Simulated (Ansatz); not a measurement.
Ni (dhcp): energy against volume

Theory: DFT, LDA (PW92), plane waves (420 eV) with PAW, scalar-relativistic (Ansatz 0.2.0). (PAW data from PBE, frozen cores regenerated.)

The cell is scaled uniformly from the relaxed one, with fractional coordinates and shape fixed. Energies are extrapolated to zero smearing, pressures are those at the given smearing. Magnetic state: ferromagnetic.

A Birch-Murnaghan fit gives V₀ = 10.04 Å³/atom, B₀ = 253 GPa, B₀′ = 4.8.

(1) What are the energy above the minimum and the pressure at 9.236 Å³/atom?

(2) What are the energy above the minimum and the pressure at 9.637 Å³/atom?

(3) What are the energy above the minimum and the pressure at 10.842 Å³/atom?

Results:

(1) 60.2 meV/atom and 26.08 GPa as computed.

(2) 14.0 meV/atom and 11.64 GPa as computed.

(3) 43.3 meV/atom and -16.01 GPa as computed.
